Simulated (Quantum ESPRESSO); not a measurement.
Al7SiP7C, input and log of a self-consistent run

Computed values, not a measurement. The program is pw.x of Quantum ESPRESSO 7.5 (plane-wave density functional theory). The cell is made up: 16 atoms on a doubled zincblende/diamond lattice, with randomly drawn elements, strain and displacements, not relaxed. PseudoDojo standard norm-conserving files (v0.5 for PBE, v0.4.1 for LDA and PBEsol) set the functional; there is no spin polarisation, spin-orbit coupling or dispersion term, and the masses in the input are unused placeholders.

Input:

```
&control calculation='scf', pseudo_dir='./dojo.nc.sr.pbe.v0_5.standard.upf', outdir='./o', disk_io='low', tprnfor=.true., tstress=.true. /
&system ibrav=0, nat=16, ntyp=4, nbnd=38, ecutwfc=82.02448710, nosym=.true., tot_charge=0,
 occupations='smearing', smearing='fd', degauss=0.0018374661
/
&electrons conv_thr=7.350e-09, electron_maxstep=60, /
ATOMIC_SPECIES
Al 1.0 Al.upf
C 1.0 C.upf
P 1.0 P.upf
Si 1.0 Si.upf
CELL_PARAMETERS angstrom
5.4414 -0.0982 0.022
-0.0982 5.3042 0.0122
0.044 0.0245 10.8564
ATOMIC_POSITIONS angstrom
Al -0.0319 -0.0449 0.0466
Al 0.0097 2.6635 2.7092
Al 2.7219 -0.0668 2.7462
Si 2.667 2.5547 0.0221
Al 0.0916 0.0113 5.5022
Al -0.0088 2.589 8.1054
Al 2.7731 -0.0398 8.124
Al 2.7287 2.6594 5.4782
P 1.3195 1.2556 1.4442
P 1.3081 4.0113 4.0895
P 4.139 1.1849 4.0766
C 4.0465 3.8443 1.4375
P 1.4049 1.296 6.7786
P 1.3354 3.8806 9.5188
P 4.0513 1.2634 9.5673
P 4.0507 3.9164 6.8583
K_POINTS automatic
4 4 2 1 1 1
```

The log is shortened where brackets say so; the opening notice, blank lines, dates and the lines on written files are dropped, and the path of the files is cut. It prints rydbergs, bohrs and kilobars, and counts compression as positive stress. With no partly filled state, the Fermi energy that it prints is only some level between the filled and the empty states on the mesh, and need not lie in the true gap.

```
     Program PWSCF v.7.5
     Parallel version (MPI & OpenMP), running on       4 processor cores
     Number of MPI processes:                 4
     Threads/MPI process:                     1
     [start-up lines left out]
     bravais-lattice index     =            0
     lattice parameter (alat)  =      10.2845  a.u.
     unit-cell volume          =    2113.7729 (a.u.)^3
     number of atoms/cell      =           16
     number of atomic types    =            4
     number of electrons       =        64.00
     number of Kohn-Sham states=           38
     kinetic-energy cutoff     =      82.0245  Ry
     charge density cutoff     =     328.0979  Ry
     scf convergence threshold =      7.3E-09
     mixing beta               =       0.7000
     number of iterations used =            8  plain     mixing
     Exchange-correlation= PBE
                           (   1   4   3   4   0   0   0)
     [axes and pseudopotential details left out]
   Cartesian axes
     site n.     atom                  positions (alat units)
         1        Al     tau(   1) = (  -0.0058615  -0.0082501   0.0085625  )
         2        Al     tau(   2) = (   0.0017823   0.4894043   0.4978014  )
         3        Al     tau(   3) = (   0.5001350  -0.0122742   0.5046000  )
         4        Si     tau(   4) = (   0.4900474   0.4694129   0.0040608  )
         5        Al     tau(   5) = (   0.0168310   0.0020763   1.0110007  )
         6        Al     tau(   6) = (  -0.0016170   0.4757153   1.4893252  )
         7        Al     tau(   7) = (   0.5095427  -0.0073130   1.4927429  )
         8        Al     tau(   8) = (   0.5013845   0.4886510   1.0065908  )
         9        P      tau(   9) = (   0.2424513   0.2307100   0.2653643  )
        10        P      tau(  10) = (   0.2403566   0.7370556   0.7514244  )
        11        P      tau(  11) = (   0.7605198   0.2177192   0.7490541  )
        12        C      tau(  12) = (   0.7435234   0.7063702   0.2641332  )
        13        P      tau(  13) = (   0.2581431   0.2381333   1.2455326  )
        14        P      tau(  14) = (   0.2453728   0.7130401   1.7490301  )
        15        P      tau(  15) = (   0.7444054   0.2321432   1.7579418  )
        16        P      tau(  16) = (   0.7442951   0.7196182   1.2601771  )
     number of k points=    16  Fermi-Dirac smearing, width (Ry)=  0.0018
                       cart. coord. in units 2pi/alat
        k(    1) = (   0.1268698   0.1303176   0.1245171), wk =   0.1250000
        k(    2) = (   0.1278939   0.1309131  -0.1261392), wk =   0.1250000
     [further k points left out]
     Dense  grid:   212117 G-vectors     FFT dimensions: (  60,  60, 120)
     Estimated max dynamical RAM per process >     394.39 MB
     Estimated total dynamical RAM >       1.39 GB
     Initial potential from superposition of free atoms
     starting charge      63.9812, renormalised to      64.0000
     Starting wfcs are   64 randomized atomic wfcs
     total cpu time spent up to now is        6.6 secs
     per-process dynamical memory:   287.9 Mb
     Self-consistent Calculation
     iteration #  1     ecut=    82.02 Ry     beta= 0.70
     Davidson diagonalization with overlap
     ethr =  1.00E-02,  avg # of iterations =  4.1
     total cpu time spent up to now is       16.2 secs
     total energy              =    -149.67487676 Ry
     estimated scf accuracy    <       1.33463272 Ry
     iteration #  2     ecut=    82.02 Ry     beta= 0.70
     Davidson diagonalization with overlap
     ethr =  2.09E-03,  avg # of iterations =  5.9
     total cpu time spent up to now is       26.6 secs
     total energy              =    -148.77924196 Ry
     estimated scf accuracy    <       8.34048004 Ry
     iteration #  3     ecut=    82.02 Ry     beta= 0.70
     Davidson diagonalization with overlap
     ethr =  2.09E-03,  avg # of iterations =  5.2
     total cpu time spent up to now is       37.0 secs
     total energy              =    -150.09345546 Ry
     estimated scf accuracy    <       1.13821332 Ry
     iteration #  4     ecut=    82.02 Ry     beta= 0.70
     Davidson diagonalization with overlap
     ethr =  1.78E-03,  avg # of iterations =  2.4
     total cpu time spent up to now is       44.8 secs
     total energy              =    -150.25788151 Ry
     estimated scf accuracy    <       0.12478972 Ry
     iteration #  5     ecut=    82.02 Ry     beta= 0.70
     Davidson diagonalization with overlap
     ethr =  1.95E-04,  avg # of iterations =  7.3
     total cpu time spent up to now is       54.2 secs
     total energy              =    -150.26422625 Ry
     estimated scf accuracy    <       0.03805407 Ry
     [iterations 6 to 11 left out]
     iteration # 12     ecut=    82.02 Ry     beta= 0.70
     Davidson diagonalization with overlap
     ethr =  2.88E-08,  avg # of iterations =  2.0
     total cpu time spent up to now is      119.8 secs
     total energy              =    -150.27274028 Ry
     estimated scf accuracy    <       0.00000276 Ry
     iteration # 13     ecut=    82.02 Ry     beta= 0.70
     Davidson diagonalization with overlap
     ethr =  4.31E-09,  avg # of iterations =  4.1
     total cpu time spent up to now is      129.0 secs
     total energy              =    -150.27274140 Ry
     estimated scf accuracy    <       0.00000063 Ry
     iteration # 14     ecut=    82.02 Ry     beta= 0.70
     Davidson diagonalization with overlap
     ethr =  9.79E-10,  avg # of iterations =  1.9
     total cpu time spent up to now is      135.9 secs
     total energy              =    -150.27274139 Ry
     estimated scf accuracy    <       0.00000020 Ry
     iteration # 15     ecut=    82.02 Ry     beta= 0.70
     Davidson diagonalization with overlap
     ethr =  3.05E-10,  avg # of iterations =  3.9
     total cpu time spent up to now is      143.9 secs
     total energy              =    -150.27274142 Ry
     estimated scf accuracy    <       0.00000001 Ry
     iteration # 16     ecut=    82.02 Ry     beta= 0.70
     Davidson diagonalization with overlap
     ethr =  1.64E-11,  avg # of iterations =  4.3
     total cpu time spent up to now is      153.9 secs
     End of self-consistent calculation
          k = 0.1269 0.1303 0.1245 ( 26529 PWs)   bands (ev):
    -6.6917  -6.0666  -5.3398  -4.6802  -4.6187  -4.4524  -4.0449  -2.8499
    -1.3019  -0.3023  -0.0046   0.0961   0.5027   0.9637   1.6079   1.6950
     2.0679   2.2409   2.4085   2.5869   2.6861   2.7466   2.8699   3.1265
     3.2031   3.5642   3.8420   3.9047   4.2754   4.5821   5.3648   5.4484
     6.6516   6.9812   7.1010   7.6176   7.8105   8.2056
     [levels at the other k points left out]
     the Fermi energy is     6.0764 ev
!    total energy              =    -150.27274142 Ry
     estimated scf accuracy    <          1.4E-09 Ry
     smearing contrib. (-TS)   =      -0.00000000 Ry
     internal energy E=F+TS    =    -150.27274142 Ry
     The total energy is F=E-TS. E is the sum of the following terms:
     one-electron contribution =      25.47571167 Ry
     hartree contribution      =      15.71164301 Ry
     xc contribution           =     -51.18304123 Ry
     ewald contribution        =    -140.27705487 Ry
     convergence has been achieved in  16 iterations
     Forces acting on atoms (cartesian axes, Ry/au):
     atom    1 type  1   force =    -0.05934333   -0.07393980    0.05807834
     atom    2 type  1   force =    -0.08244302    0.06045769   -0.04816368
     atom    3 type  1   force =     0.08843910   -0.05136659   -0.07451510
     atom    4 type  4   force =     0.05619022    0.06402278    0.08637773
     atom    5 type  1   force =    -0.03111007   -0.01334744   -0.04848191
     atom    6 type  1   force =    -0.00733251    0.01184894    0.01033905
     atom    7 type  1   force =    -0.00801650   -0.00961855    0.01802799
     atom    8 type  1   force =     0.01009187   -0.01156976   -0.05725808
     atom    9 type  3   force =     0.02971548    0.01577693   -0.05052534
     atom   10 type  3   force =    -0.00800958   -0.03320468    0.03860830
     atom   11 type  3   force =    -0.00761835    0.02403731    0.03693000
     atom   12 type  2   force =    -0.01517571    0.00270583   -0.03052436
     atom   13 type  3   force =     0.00806980    0.01038000    0.03229909
     atom   14 type  3   force =     0.00839501    0.00719464    0.01432085
     atom   15 type  3   force =    -0.00050789   -0.00178361    0.00397341
     atom   16 type  3   force =     0.01865549   -0.00159370    0.01051371
     Total force =     0.274211     Total SCF correction =     0.000073
     Computing stress (Cartesian axis) and pressure
          total   stress  (Ry/bohr**3)                   (kbar)     P=        7.33
   0.00000704   0.00021443  -0.00002113            1.04       31.54       -3.11
   0.00021443   0.00013486   0.00002473           31.54       19.84        3.64
  -0.00002113   0.00002473   0.00000761           -3.11        3.64        1.12
     init_run     :      6.22s CPU      6.50s WALL (       1 calls)
     electrons    :    146.61s CPU    147.35s WALL (       1 calls)
     forces       :      2.50s CPU      2.60s WALL (       1 calls)
     stress       :      7.22s CPU      7.50s WALL (       1 calls)
     [timing details left out]
     PWSCF        :   2m42.71s CPU   2m44.21s WALL
     JOB DONE.
```

In other units: free energy -2044.565 eV for the cell, pressure 0.73 GPa, largest force component 2.274 eV/Å. A rerun of the same cell at another strain at a cutoff of 1347 eV and k mesh 6 x 6 x 4 moved values by no more than 0.012 eV in energy, 0.02 GPa in stress and 0.003 eV/Å in force.